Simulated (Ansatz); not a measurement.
MoS2:
```
MoS2
1.0
    1.58805     0.91686     6.22387
   -1.58805     0.91686     6.22387
    0.00000    -1.83372     6.22387
Mo S
1 2
Cartesian
  0.00000   0.00000   0.00004
  0.00000   0.00000  13.99950
  0.00000   0.00000  10.89533
```

Relaxed with r²SCAN+D4. Independent-particle spectrum: no excitons, no local fields, no scissors shift; 0.1 eV broadening; ε₁ of the summed bands alone.

### Question
Tabulate the dielectric function from DFT-r²SCAN+D4 in the program Ansatz with PAW potentials.

### Answer


```csv
E (eV),ε₁ xx,ε₂ xx,ε₁ zz,ε₂ zz
0.0,14.82,0.00,8.73,0.00
0.3,14.93,0.00,8.76,0.00
0.6,15.30,0.00,8.83,0.00
0.9,15.98,0.00,8.97,0.00
1.2,17.16,0.00,9.18,0.00
1.5,19.43,0.00,9.48,0.00
1.8,25.23,4.91,9.93,0.01
2.1,21.48,7.36,10.63,0.03
2.4,27.03,8.85,12.16,0.17
2.7,25.39,27.60,12.26,4.33
3.0,9.03,32.33,10.70,3.57
3.3,-4.84,17.45,11.41,3.61
3.6,0.63,12.86,10.15,4.19
3.9,5.37,12.20,12.35,4.05
4.2,3.45,13.81,12.18,5.69
4.5,3.66,12.83,11.67,4.84
4.8,-1.47,14.48,17.55,6.39
5.1,-0.90,11.57,15.75,15.73
5.4,-2.15,11.91,9.38,19.57
5.7,-3.15,7.85,6.04,16.84
6.0,-1.28,8.28,-0.55,21.01
6.3,-2.71,8.28,-6.03,12.22
6.6,-1.72,7.28,-4.48,8.05
6.9,-3.92,6.25,-3.06,5.33
7.2,-3.04,4.60,-0.52,4.37
7.5,-2.67,4.06,0.03,4.65
7.8,-1.23,3.56,0.86,4.42
8.1,-1.72,4.09,2.03,4.61
8.4,-2.59,2.09,2.67,4.64
8.7,-0.84,1.53,3.13,6.93
9.0,-0.27,1.43,0.07,7.38
9.3,0.94,1.28,0.80,5.75
9.6,2.33,2.28,1.85,5.98
9.9,1.97,3.22,1.06,7.95
10.2,1.96,3.67,-0.09,8.18
10.5,2.09,4.21,-2.20,8.22
10.8,1.68,5.84,-3.33,6.24
11.1,-0.35,5.72,-2.84,4.66
11.4,-0.30,4.42,-2.03,4.19
11.7,-0.46,4.74,-2.22,4.36
12.0,-0.76,4.34,-1.76,3.35
```

### Question
From ε at 2.3 eV (xx: 24.02 + 7.36i), find n, k, the normal reflectivity and the absorption coefficient.

### Answer
n = 4.96, k = 0.742, R = 45 %, α = 2kE/ħc = 170000 cm⁻¹.

With all bands, ε∞ without local fields is 14.9 (xx = yy), 8.79 (zz).

Space group R3m. The cell was relaxed with r²SCAN+D4 under the symmetry of its start. The run is not spin-polarised. Spin–orbit coupling is left out wherever it is not named.

Potentials: the later of the program's two PAW sets.
